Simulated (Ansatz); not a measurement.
ZrB2 (AlB2 type, space group P6/mmm)

```yaml
crystal:
  lattice:
    - [3.16770, 0.00000, 0.00000]
    - [-1.58385, 2.74331, 0.00000]
    - [0.00000, 0.00000, 3.55026]
  atoms:
    - { symbol: Zr, position: [0.00000, 0.00000, 0.00000] }
    - { symbol: B, position: [0.33333, 0.66667, 0.50000] }
    - { symbol: B, position: [0.66667, 0.33333, 0.50000] }
```

This relaxed cell (volume V₀) is scaled evenly in all directions, its shape held. Symmetry pins the atoms to their sites.

Computed with r2SCAN (plane waves to 500 eV, PAW, scalar-relativistic; Ansatz, an electronic-structure program). k mesh 17×17×13 (Γ-centred), Fermi-Dirac smearing 0.05 eV. E stands for the smeared free energy. Compression counts positive. With the shape held, the modulus is that of even scaling; a crystal free to change shape is softer. ZrB2 is run without spin polarisation. ZrB2 was relaxed with its symmetry unable to fall. ΔE is measured from the relaxed starting cell. The last digit holds for this mesh only.

```tsv
V (Å³/atom)	ΔE (meV/atom)
9.256	92.5
9.427	62.4
9.598	38.8
9.770	21.2
9.941	withheld
10.112	2.2
10.284	0.0
10.455	2.1
10.627	8.2
10.798	18.0
10.970	31.2
11.141	47.5
11.312	66.8
```

Question: Fit a third-order Birch-Murnaghan form (E₀, V₀, B₀, B₀′ free) to the given rows and predict ΔE at V = 9.941.

Answer: Least squares on the 12 given rows: ΔE = E₀ + (9V₀B₀/16)·y²·[2 + (B₀′ − 4)y], y = (V₀/V)^(2/3) − 1, with V₀ = 10.284 Å³/atom, B₀ = 243.3 GPa (160.2 GPa = 1 eV/Å³; the term in eV is multiplied by 1000), B₀′ = 3.87, E₀ = -0.02 meV/atom; root-mean-square residual 0.03 meV/atom. At 9.941 the fit gives 9.2 meV/atom; the calculation gives 9.2 meV/atom, the same to the digits shown. For the pressure the fit gives 8.8 GPa against the computed 8.8 GPa.

(A scan under strain: stresses follow from slopes of the energy per volume, elastic moduli from its curvatures.)
